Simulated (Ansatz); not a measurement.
An Ansatz input:

```yaml
crystal:
  lattice:
    - [4.2084785262, 0.0, 0.0]
    - [-2.1042392631, 3.644649315, 0.0]
    - [0.0, 0.0, 2.5852750509]
  atoms:
    - { symbol: Rh, position: [1.0, 1.0, 0.0], spin: 1.137 }
    - { symbol: Rh, position: [0.3333333333, 0.6666666667, 0.5], spin: 0.818 }
    - { symbol: Rh, position: [0.6666666667, 0.3333333333, 0.5], spin: 0.818 }
hamiltonian:
  xc: r2scan
  pseudopotentials:
    kind: paw
    azcp:
      Rh: "pseudopotentials/Rh.paw.azcp"
basis:
  ecutwfc: 500
  fft_grid_basis: typed
kpoints:
  mp_grid: { grid: [11, 11, 16], shift: [0, 0, 0] }
magnetization:
  spin_polarized: true
scf:
  occupations: { method: fermi_dirac, width: 0.05 }
output:
  stress: true
```

Output

```
Engine: ansatz 0.2.0, aarch64-unknown-linux-gnu
Pseudopotentials: kind: paw
Pseudopotential: Rh, paw, valence charge 17, recommended cutoff 500 eV (meta_gga) 
Functional definition: r2SCAN
  parameter k0 = 0.174
  parameter k1 = 0.065
  parameter a1 = 4.9479
  exchange = r2scan_x(k0 = k0, k1 = k1, a1 = a1)
  correlation = r2scan_c
Crystal: 3 atoms, lattice volume = 39.654 Å³
Basis set: ecut = 500 eV, 987 PW (Γ), exchange–correlation on 128×128×80 points (64 copies of the dense FFT grid, shifted against one another)
Bands: 33, of which v1, the nominal top of the filled ones, is band 26 counted from 1 (25 counted from 0)
Symmetry: 24 space group operations
Space group: P6/mmm (ITA 191), of the structure as read, at distance tolerance 3.4e-5 Å
Magnetic group: BNS 191.233 (UNI 1463), of the structure as read, at distance tolerance 3.4e-5 Å
k-points: 144 of 1936
Non-local potential: Rh, projectors of the file, l = 0: 3, l = 1: 2, l = 2: 2, l = 3: 1
PAW form: soft (Blöchl's): semilocal exchange-correlation on the pseudo side does not see the compensation charge
PAW frozen core: Rh, regenerated for the run's functional (the file was generated under x = pbe(κ = 0.804, μ = 0.2195149727645171), c = pbe(β = 0.06672455060314922))
PAW one-centre angular grid: Rh, 590 points (default); XC on 160 Gauss nodes
Initial density: superposition of atomic densities (chi_scale 0.1, normalization cell)
Starting moments: Σ|m| = 2.773 μB on 3 of 3 sites
Initial wavefunctions: pseudopotential atomic-orbital guess
Functional: x = r2scan, c = r2scan; τ floored in thin density (d = 2e-4 eV/Å³)
SCF iter   1: F=—  HF=-19246.497801 eV  |F-HF|=—  |Δ(HF+E_count)|=         —  Δρ=5.09e-2 (↑5.09e-2 ↓5.00e-2)  dr2=3.47e0  dr2_τ=2.30e-2  dr2_m=5.63e-2  M=2.125 μB ∫|m|=2.138 μB  β_m=1.00  ethr=3.10e-3  ⟨swp⟩=5.3  Hψ=34329  notcnv=0  defer=2
Mixer restart at iter 1: flushing history
SCF iter   2: F=—  HF=-19245.250573 eV  |F-HF|=—  |Δ(HF+E_count)|=    1.25e0  Δρ=3.13e-2 (↑2.93e-2 ↓3.13e-2)  dr2=1.31e0  dr2_τ=1.49e-2  dr2_m=4.24e-3  M=2.022 μB ∫|m|=2.111 μB  β_m=0.63  ethr=3.10e-3  ⟨swp⟩=2.4  Hψ=15422  notcnv=0  defer=357  κ⁻¹=1.0e0(r=1)
SCF iter   3: F=—  HF=-19244.883783 eV  |F-HF|=—  |Δ(HF+E_count)|=   3.67e-1  Δρ=9.81e-3 (↑9.54e-3 ↓9.81e-3)  dr2=6.48e-2  dr2_τ=1.39e-3  dr2_m=8.48e-3  M=1.901 μB ∫|m|=2.087 μB  β_m=1.00  ethr=2.56e-3  ⟨swp⟩=2.3  Hψ=15851  notcnv=0  defer=357  κ⁻¹=4.1e-2(r=2)
SCF iter   4: F=—  HF=-19244.964219 eV  |F-HF|=—  |Δ(HF+E_count)|=         —  Δρ=1.21e-2 (↑1.08e-2 ↓1.21e-2)  dr2=1.48e-2  dr2_τ=3.72e-3  dr2_m=3.65e-2  M=1.547 μB ∫|m|=1.689 μB  β_m=1.00  ethr=1.27e-4  ⟨swp⟩=2.5  Hψ=18023  notcnv=0  defer=363
...
SCF iter  19: F=—  HF=-19244.983640 eV  |F-HF|=—  |Δ(HF+E_count)|=   9.49e-5  Δρ=8.01e-5 (↑8.01e-5 ↓7.06e-5)  dr2=1.01e-6  dr2_τ=1.05e-7  dr2_m=9.47e-7  M=-0.758 μB ∫|m|=0.803 μB  β_m=1.00  ethr=1.11e-9  ⟨swp⟩=3.1  Hψ=24721  notcnv=0  defer=329  κ⁻¹=3.8e-5(r=5)
SCF iter  20: F=—  HF=-19244.983706 eV  |F-HF|=—  |Δ(HF+E_count)|=   6.55e-5  Δρ=6.58e-5 (↑4.92e-5 ↓6.58e-5)  dr2=8.79e-8  dr2_τ=9.73e-8  dr2_m=1.13e-6  M=-0.784 μB ∫|m|=0.831 μB  β_m=1.00  ethr=1.11e-9  ⟨swp⟩=3.0  Hψ=24371  notcnv=0  defer=329  κ⁻¹=1.5e-5(r=6)
SCF iter  21: F=—  HF=-19244.983714 eV  |F-HF|=—  |Δ(HF+E_count)|=   8.29e-6  Δρ=2.19e-5 (↑1.24e-5 ↓2.19e-5)  dr2=4.63e-8  dr2_τ=5.78e-9  dr2_m=5.87e-8  M=-0.794 μB ∫|m|=0.842 μB  β_m=1.00  ethr=1.72e-10  ⟨swp⟩=3.8  Hψ=24983  notcnv=0  defer=329  κ⁻¹=1.5e-5(r=7)
SCF iter  22: F=—  HF=-19244.983714 eV  |F-HF|=—  |Δ(HF+E_count)|=   2.63e-7  Δρ=1.37e-5 (↑1.05e-5 ↓1.37e-5)  dr2=6.76e-9  dr2_τ=4.09e-9  dr2_m=4.69e-8  M=-0.797 μB ∫|m|=0.845 μB  β_m=1.00  ethr=9.08e-11  ⟨swp⟩=2.0  Hψ=17126  notcnv=0  defer=329  κ⁻¹=5.3e-6(r=8)
SCF iter  23: F=—  HF=-19244.983714 eV  |F-HF|=—  |Δ(HF+E_count)|=   4.00e-8  Δρ=3.34e-6 (↑3.34e-6 ↓2.11e-6)  dr2=3.51e-9  dr2_τ=1.13e-10  dr2_m=1.47e-9  M=-0.800 μB ∫|m|=0.847 μB  β_m=1.00  ethr=1.33e-11  ⟨swp⟩=3.0  Hψ=21072  notcnv=0  defer=329  κ⁻¹=1.4e-5(r=8)
SCF iter  24: F=—  HF=-19244.983714 eV  |F-HF|=—  |Δ(HF+E_count)|=   1.19e-7  Δρ=1.17e-5 (↑1.17e-5 ↓1.02e-5)  dr2=3.11e-8  dr2_τ=3.50e-9  dr2_m=3.93e-8  M=-0.800 μB ∫|m|=0.848 μB  β_m=1.00  ethr=6.88e-12  ⟨swp⟩=1.1  Hψ=27709  notcnv=0  κ⁻¹=7.7e-6(r=8)
SCF iter  25: F=—  HF=-19244.983714 eV  |F-HF|=—  |Δ(HF+E_count)|=   5.75e-8  Δρ=8.51e-6 (↑8.51e-6 ↓7.91e-6)  dr2=1.79e-8  dr2_τ=1.99e-9  dr2_m=2.19e-8  M=-0.800 μB ∫|m|=0.848 μB  β_m=1.00  ethr=6.88e-12  ⟨swp⟩=3.0  Hψ=25316  notcnv=0  κ⁻¹=8.9e-7(r=8)
SCF iter  26: F=—  HF=-19244.983714 eV  |F-HF|=—  |Δ(HF+E_count)|=   7.14e-8  Δρ=2.38e-6 (↑1.67e-6 ↓2.38e-6)  dr2=2.52e-9  dr2_τ=1.28e-10  dr2_m=1.18e-9  M=-0.800 μB ∫|m|=0.847 μB  β_m=1.00  ethr=6.88e-12  ⟨swp⟩=3.0  Hψ=25431  notcnv=0  κ⁻¹=1.2e-7(r=8)
SCF iter  27: F=-19244.983714 eV  HF=-19244.983714 eV  |F-HF|=7.28e-10  |Δ(HF+E_count)|=   2.45e-9  Δρ=9.58e-7 (↑8.87e-7 ↓9.58e-7)  dr2=5.03e-11  dr2_τ=2.54e-11  dr2_m=2.71e-10  M=-0.800 μB ∫|m|=0.847 μB  ethr=4.93e-12  ⟨swp⟩=2.4  Hψ=18231  notcnv=0
SCF 1 converged in 27 iterations: F = -19244.983714 eV  dr2 = 5.03e-11
at 3 of the mixer's solves, the last at iteration 13, it left a direction of its history that read negative out of its fit and stepped the other way along it
this state was not tested for a lower state beside it, because the mixer in use, unlike msr1, does not test its closes by its own steps (another_mixer; see scf.mixing.algorithm and scf.lower_state_search)
SCF converged after 27 iterations
Magnetization: -0.7997 μB (25.1001 up, 25.8999 down)
Absolute magnetization: 0.8473 μB (∫|ρ↑−ρ↓|, with the PAW one-centre terms)
Spin contamination: 0.0068 ħ² per cell (⟨S²⟩ above its minimum at these occupations)
Per-site moments (μB) at R_I (Å): [(-0.3253353952174605, 1.06642595849625), (-0.23762259727537913, 1.002278561620943), (-0.23762259727537915, 1.002278561620943)]
Free energy (F): -19244.983714 eV
Harris-Foulkes:  -19244.983714 eV  (|F-HF|=7.28e-10)
Internal energy: -19244.947702 eV  (E = F + TS)
E sigma→0 (E₀):  -19244.965708 eV
Entropy (-TS):   -0.036012 eV (-12.004 meV/atom)
Fermi energy:    23.414787 eV
--- Per-component energies (eV) ---
  E_band       = -254.096590
  E_kinetic    = 1726.766042
  E_local      = -4579.225316  (includes V_loc(G=0)·N_el)
  E_nonlocal   = 1068.606415
  E_hartree    = 1618.677337
  E_xc         = -652.411496
  E_vxc        = -945.306149  (∫ρ·V_xc dr)
  E_paw        = -10814.033916  (= ΣΔE_a)
  E_vpaw       = -826.185607  (= ΣTr[D̂ρ^β])
  E_aug_tail   = 0.002016  (compensation charges beyond the density's cutoff)
  E_vtau       = 63.891254  (kinetic-family band-sum trace: ∫τ·v_τ [+ j·A + Jᵃ·Aᵃ] dr)
  E_ewald      = -7612.218907
  E_core_change = -1.109878  (= ΣΔE_core)
  E_smearing   = -0.036012  (= −TS)
  E_closure    = 0.000000  (closes the sum)
  Σ components = -19244.983714   (vs F -19244.983714, Δ=0.00e0)
--- Stress (GPa, compression-positive) ---
       21.289933       0.000000       0.000000
        0.000000      21.289933       0.000000
        0.000000       0.000000      18.221884
  P = ⅓ Tr σ = 20.2672 GPa (202.672 kbar)
```
